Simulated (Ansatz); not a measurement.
K2BrCl6F:
```
CELL_PARAMETERS angstrom
      0.00000     4.99687     4.99687
      4.99687     0.00000     4.99687
      4.99687     4.99687     0.00000
ATOMIC_POSITIONS crystal
  K  0.25000 0.25000 0.25000
  K  0.75000 0.75000 0.75000
  Br 0.00000 0.00000 0.00000
  Cl 0.24448 0.75552 0.75552
  Cl 0.75552 0.24448 0.24448
  Cl 0.75552 0.24448 0.75552
  Cl 0.24448 0.75552 0.24448
  Cl 0.75552 0.75552 0.24448
  Cl 0.24448 0.24448 0.75552
  F  0.50000 0.50000 0.50000
```

Relaxed with r²SCAN. Special points in fractions of this cell's reciprocal vectors: Γ (0.000, 0.000, 0.000); X (0.500, 0.000, 0.500); U (0.625, 0.250, 0.625); K (0.375, 0.375, 0.750); L (0.500, 0.500, 0.500); W (0.500, 0.250, 0.750).

Q: List the band energies nearest the valence-band maximum at these points for r²SCAN with spin–orbit coupling in the plane-wave PAW code Ansatz.

A: In eV from the valence-band maximum; about four levels below and three above (degenerate sets whole), none deeper than 8.9 eV; points with the same levels are listed once.

| k | below | above |
|---|---|---|
| Γ | -1.01 -1.01 -1.01 -1.01 | 1.79 1.79 2.03 2.03 2.03 2.03 |
| X | -1.25 -1.25 -1.04 -1.04 | 1.88 1.88 2.10 2.10 |
| U | -0.88 -0.88 -0.65 -0.65 | 1.64 1.64 1.89 1.89 |
| L | -0.44 -0.44 0.00 0.00 | 0.97 0.97 1.58 1.58 |
| W | -1.19 -1.19 -1.19 -1.19 -0.25 -0.25 | 1.42 1.42 2.00 2.00 |

Space group Fm-3m. The workflow started from a Materials Project entry (that database holds measured and hypothetical structures alike); the Crystallography Open Database copy checked does not list it. Its standing as an ambient phase is unchecked. Symmetry was held in the r²SCAN relaxation; its stability against distortions is not shown here.

Potentials: the later of the program's two PAW sets.
